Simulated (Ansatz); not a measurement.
A geometry of VSb away from equilibrium: step 2 of the relaxation of a relaxed VSb cell, doubled along one cell vector, shaken by Gaussian noise of σ = 0.08 Å a coordinate. Computed with PBEsol (plane waves to 420 eV, PAW, scalar-relativistic; Ansatz, a program for electronic structure). Γ-centred k-mesh 8×4×6 on the run's cell (coarser than for final values), Fermi–Dirac smearing 0.05 eV.

```yaml
crystal:
  lattice:
    - [4.44575, 0.01306, -0.00052]
    - [-4.42312, 7.84039, 0.00000]
    - [-0.00066, -0.00038, 5.76229]
  atoms:
    - { symbol: Sb, position: [0.00596, 0.99519, 0.00059] }
    - { symbol: Sb, position: [0.93304, 0.50152, 0.99836] }
    - { symbol: Sb, position: [0.00676, 0.00412, 0.50127] }
    - { symbol: Sb, position: [0.01451, 0.50492, 0.49979] }
    - { symbol: V, position: [0.35728, 0.33779, 0.51007] }
    - { symbol: V, position: [0.33730, 0.83748, 0.51557] }
    - { symbol: V, position: [0.67879, 0.17541, 0.51043] }
    - { symbol: V, position: [0.68679, 0.67586, 0.50811] }
```

Which atoms carry the largest force, and which way does it point?

0.91 eV/Å, on Sb4 (atoms numbered as listed); on Sb4 its components are (0.83, 0.26, -0.25).

What is the pressure?

+0.7 GPa, compression positive.

How much energy per atom can still be gained by relaxing?

0.86 eV/atom; the path ends in P6/mmm (No. 191).

No spin polarisation in the result.

The end of the path is a generated cell of VSb: the first start was made by a random draw of sites in a space group, and the end was not matched to a known phase here, so it may be hypothetical.
